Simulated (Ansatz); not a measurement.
Relaxation of a relaxed Pd cell, doubled along one cell vector, shaken by Gaussian noise of σ = 0.08 Å a coordinate; 4 atoms in the cell, which starts as P1 (No. 1), aP4; a = b = 2.7417 Å, c = 9.2368 Å, α = β = 90.00°, γ = 120.00°. These are r2SCAN (plane waves to 500 eV, PAW, scalar-relativistic; Ansatz, a first-principles code) values and carry that method's errors. Γ-centred k-mesh 14×14×4 on the run's cell (coarser than for final values), Fermi–Dirac smearing 0.05 eV. This is the first round of the run. 

The optimiser's lines from the output (shortened; P is positive under compression):

```
relax step   1: F+E_penalty+E_count = -27942.57410558 eV  Δ(F+E_penalty+E_count) = +0.000e0 eV  max|allowed force component| = 2.254e0 eV/Å  Δτ_max = 0.0000 Å  P = +4.150 GPa  Ω = 60.129 Å³  (14 SCF iters, dr2 threshold 1.00e-7 eV, accepted)
relax step   2: F+E_penalty+E_count = -27942.89831246 eV  Δ(F+E_penalty+E_count) = -3.242e-1 eV  max|allowed force component| = 2.033e-1 eV/Å  Δτ_max = 0.1947 Å  P = +0.631 GPa  Ω = 59.964 Å³  (13 SCF iters, dr2 threshold 4.00e-7 eV, accepted)
relax step   3: F+E_penalty+E_count = -27942.90831232 eV  Δ(F+E_penalty+E_count) = -1.000e-2 eV  max|allowed force component| = 8.012e-3 eV/Å  Δτ_max = 0.0554 Å  P = -0.505 GPa  Ω = 60.306 Å³  (11 SCF iters, dr2 threshold 4.00e-7 eV, accepted)
relax step   4: F+E_penalty+E_count = -27942.90903729 eV  Δ(F+E_penalty+E_count) = -7.250e-4 eV  max|allowed force component| = 1.542e-3 eV/Å  Δτ_max = 0.0090 Å  P = +0.042 GPa  Ω = 60.128 Å³  (7 SCF iters, dr2 threshold 4.00e-7 eV, accepted)
relax step   5: F+E_penalty+E_count = -27942.90903444 eV  Δ(F+E_penalty+E_count) = +2.849e-6 eV  max|allowed force component| = 1.899e-4 eV/Å  Δτ_max = 0.0022 Å  P = +0.001 GPa  Ω = 60.141 Å³  (8 SCF iters, dr2 threshold 1.65e-8 eV, accepted)
relax step   6: F+E_penalty+E_count = -27942.90905500 eV  Δ(F+E_penalty+E_count) = -2.055e-5 eV  max|allowed force component| = 1.603e-4 eV/Å  Δτ_max = 0.0000 Å  P = -0.000 GPa  Ω = 60.141 Å³  stress off target by 4.76e-3 GPa  SCF on the basis re-selected at this cell (its energy is not comparable with the rows above)  (8 SCF iters)
```

From the first to the last row the energy changes by -0.08 eV/atom and the volume by 0.0 %. The last row is marked as not comparable with the walk above it, whose basis was carried along; it does compare with step 1, since both stand on a basis selected at the nominal cutoff for their own cell.

Later rounds, restarted from the end of this one on a renewed k-mesh, logged 4 more steps and released under 0.01 eV/atom more. The final structure after all rounds: P6₃/mmc (No. 194), hP2, hcp (Mg type); a = b = 2.7419 Å, c = 4.6181 Å, α = β = 90.00°, γ = 120.00°. No spin polarisation in the result.

The relaxed structure here is a generated cell of Pd: the first start was made by placing the elements on the sites of a structure type, and the end was not matched to a known phase here, so it may be hypothetical. Known forms of Pd include space group No. 225.
